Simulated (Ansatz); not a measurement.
Input file for Ansatz (a program for electronic structure):

Ansatz 0.2 input:
```yaml
crystal:
  lattice:
    - [0.0, 2.8259047234, 2.8259047234]
    - [2.8259047234, 0.0, 2.8259047234]
    - [2.8259047234, 2.8259047234, 0.0]
  atoms:
    - { symbol: Re, position: [0.0, 0.0, 0.0] }
    - { symbol: Re, position: [0.25, 0.25, 0.25] }
kpoints:
  mp_grid: { grid: [9, 9, 9] }
  band_path:
    path:
      - [[0.0, 0.0, 0.0], [0.5, 0.0, 0.5], [0.625, 0.25, 0.625]]  # Γ-X-U
      - [[0.375, 0.375, 0.75], [0.0, 0.0, 0.0], [0.5, 0.5, 0.5], [0.5, 0.25, 0.75], [0.5, 0.0, 0.5]]  # K-Γ-L-W-X
    npoints: 12
basis: { xc_grid: 2 }
hamiltonian:
  xc: pbe
  pseudopotentials: { kind: paw }
magnetization: { noncollinear: true, spin_orbit: true }
scf:
  n_extra_bands: 12
  convergence: { dr2_threshold: 0.0000000001 }
  occupations: { method: gaussian, width: 0.05 }
output: { eigenvalues: true }
```

Output (shortened):

```
Pseudopotential: Re, paw_fr, valence charge 15
Functional definition: PBE
non-collinear run that drives no moment, with spin-orbit …
Crystal: 2 atoms, lattice volume = 45.134 Å³
Basis set: ecut = 420 eV, 893 PW (Γ), exchange–correlation on 54×54×54 points (8 copies of the dense FFT grid, shifted against one another)
Bands: 42, of which v1, the nominal top of the filled ones, is band 30 counted from 1 (29 counted from 0)
Symmetry: 48 space group operations + 48 with time reversal
k-points: 35 of 729
Projection manifold: j_resolved (fully-relativistic pseudo-atomic orbitals)
SCF iter   1: F=—  HF=-21786.843995 eV  |F-HF|=—  |Δ(HF+E_count)|=         —  Δρ=5.60e-2  dr2=8.41e-1  dr2_m=0.00e0 (ungated)  ethr=3.10e-3  |M|=0.00e0 ∫|m|=0.00e0 μB  |m|>n=0.0e0 m-floor=0.0e0 τ_xc=0.0e0  β_m=0.30  ⟨swp⟩=6.1  Hψ=3290  notcnv=0  defer=20
preconditioner: auto → none
SCF iter   2: F=—  HF=-21786.724392 eV  |F-HF|=—  |Δ(HF+E_count)|=   1.20e-1  Δρ=3.85e-2  dr2=3.60e-1  dr2_m=0.00e0 (ungated)  ethr=2.80e-3  |M|=0.00e0 ∫|m|=0.00e0 μB  |m|>n=0.0e0 m-floor=0.0e0 τ_xc=0.0e0  β_m=0.58  ⟨swp⟩=1.0  Hψ=875  notcnv=0  defer=52
SCF iter   3: F=—  HF=-21786.643773 eV  |F-HF|=—  |Δ(HF+E_count)|=   8.06e-2  Δρ=3.95e-3  dr2=4.20e-3  dr2_m=0.00e0 (ungated)  ethr=1.20e-3  |M|=0.00e0 ∫|m|=0.00e0 μB  |m|>n=0.0e0 m-floor=0.0e0 τ_xc=0.0e0  β_m=0.54  ⟨swp⟩=3.0  Hψ=1207  notcnv=0  defer=184
SCF iter   4: F=—  HF=-21786.642469 eV  |F-HF|=—  |Δ(HF+E_count)|=   1.30e-3  Δρ=1.45e-3  dr2=2.83e-4  dr2_m=0.00e0 (ungated)  ethr=1.40e-5  |M|=0.00e0 ∫|m|=0.00e0 μB  |m|>n=0.0e0 m-floor=0.0e0 τ_xc=0.0e0  β_m=0.65  ⟨swp⟩=2.7  Hψ=1168  notcnv=0  defer=190
SCF iter   5: F=—  HF=-21786.642472 eV  |F-HF|=—  |Δ(HF+E_count)|=   2.63e-6  Δρ=3.50e-4  dr2=1.97e-5  dr2_m=0.00e0 (ungated)  ethr=9.44e-7  |M|=0.00e0 ∫|m|=0.00e0 μB  |m|>n=0.0e0 m-floor=0.0e0 τ_xc=0.0e0  β_m=0.71  ⟨swp⟩=2.7  Hψ=1181  notcnv=0  defer=190
SCF iter   6: F=—  HF=-21786.642474 eV  |F-HF|=—  |Δ(HF+E_count)|=   2.34e-6  Δρ=2.27e-5  dr2=1.28e-7  dr2_m=0.00e0 (ungated)  ethr=6.55e-8  |M|=0.00e0 ∫|m|=0.00e0 μB  |m|>n=0.0e0 m-floor=0.0e0 τ_xc=0.0e0  β_m=0.86  ⟨swp⟩=2.3  Hψ=888  notcnv=0  defer=190
SCF iter   7: F=—  HF=-21786.642473 eV  |F-HF|=—  |Δ(HF+E_count)|=   1.14e-6  Δρ=1.64e-6  dr2=6.04e-10  dr2_m=0.00e0 (ungated)  ethr=4.25e-10  |M|=0.00e0 ∫|m|=0.00e0 μB  |m|>n=0.0e0 m-floor=0.0e0 τ_xc=0.0e0  β_m=0.93  ⟨swp⟩=2.1  Hψ=920  notcnv=0  defer=190
SCF iter   8: F=-21786.642473 eV  HF=-21786.642473 eV  |F-HF|=1.09e-11  |Δ(HF+E_count)|=  2.66e-10  Δρ=1.35e-7  dr2=4.53e-12  dr2_m=0.00e0 (ungated)  ethr=1.00e-12  |M|=0.00e0 ∫|m|=0.00e0 μB  |m|>n=0.0e0 m-floor=0.0e0 τ_xc=0.0e0  ⟨swp⟩=8.6  Hψ=2819  notcnv=0
SCF 1 converged in 8 iterations: F = -21786.642473 eV  dr2 = 4.53e-12
NSCF: frozen V_eff on 74 k-points
SCF converged after 8 iterations
Magnetization: |M| = 0.0000 μB,  M = (+0.0000, +0.0000, +0.0000) μB
Absolute magnetization: 0.0000 μB (∫|m|)
  site 0: m = (+0.0000, +0.0000, +0.0000) μB, |m| = 0.0000 μB  (R = 1.01 Å)
  site 1: m = (+0.0000, +0.0000, +0.0000) μB, |m| = 0.0000 μB  (R = 1.01 Å)
Free energy (F): -21786.642473 eV
Harris-Foulkes:  -21786.642473 eV  (|F-HF|=1.09e-11)
Internal energy: -21786.640600 eV  (E = F + TS)
E sigma→0 (E₀):  -21786.641536 eV
Entropy (-TS):   -0.001874 eV (-0.937 meV/atom)
Fermi energy:    13.909884 eV
--- Per-component energies (eV) ---
  E_band       = -435.886746
  E_kinetic    = 1075.260353
  E_local      = -2683.534685  (includes V_loc(G=0)·N_el)
  E_nonlocal   = 92.780247
  E_hartree    = 983.370809
  E_xc         = -800.729967
  E_vxc        = -600.615082  (∫ρ·V_xc dr)
  E_paw        = -17365.785719  (= ΣΔE_a)
  E_vpaw       = -286.518985  (= ΣTr[D̂ρ^β])
  E_aug_tail   = -0.000151  (compensation charges beyond the density's cutoff)
  E_ewald      = -3088.001486
  E_smearing   = -0.001874  (= −TS)
  E_closure    =  0.000000  (closes the sum)
  Σ components = -21786.642473   (vs F -21786.642473, Δ=0.00e0)
  [band-id]    e_kinetic+e_local+e_nonlocal+2·e_hartree+e_vxc+e_vpaw+e_augmentation_tail = -435.886685   (vs E_band -435.886746, Δ=6.07e-5)
--- Band table (eV; the first three rows and the last of 35) ---
  k-point 0: bands = ["-65.3660", "-65.3660", "-65.0384", "-65.0384", "-35.5171", "-35.5171", "-34.9007", "-34.9007", "-24.8696", "-24.8696", "-24.8696", "-24.8696", "-23.7797", "-23.7797", "-23.7797", "-23.7797", "7.1473", "7.1473", "10.9481", "10.9481", …
  k-point 1: bands = ["-65.3587", "-65.3587", "-65.0459", "-65.0459", "-35.5047", "-35.5047", "-34.9162", "-34.9162", "-24.8852", "-24.8852", "-24.8374", "-24.8374", "-23.8103", "-23.8103", "-23.7628", "-23.7628", "7.3704", "7.3704", "10.8320", "10.8320", …
  k-point 2: bands = ["-65.3386", "-65.3386", "-65.0665", "-65.0665", "-35.4699", "-35.4699", "-34.9587", "-34.9587", "-24.9227", "-24.9227", "-24.7460", "-24.7460", "-23.8976", "-23.8976", "-23.7220", "-23.7220", "7.9922", "7.9922", "10.7370", "10.7370", …
  k-point 34: bands = ["-65.2252", "-65.2252", "-65.1816", "-65.1816", "-35.2675", "-35.2675", "-35.1842", "-35.1842", "-24.9679", "-24.9679", "-24.3847", "-24.3847", "-24.2458", "-24.2458", "-23.6665", "-23.6665", "10.0681", "10.0681", "10.1978", "10.1978", …
```

Cost: about 18 core-seconds (a rough figure) on shared cores.

Space group Fd-3m (diamond). The start of the workflow was typed in or built on a structure type; neither database checked (COD, Materials Project) lists it. It is not the phase usual at ambient conditions (space group No. 194). The cell was relaxed with PBE under the symmetry of its start; whether a distortion lowers the energy is not shown. The run is not spin-polarised.

Potentials: the later of the program's two PAW sets.

Ansatz is a plane-wave DFT program.
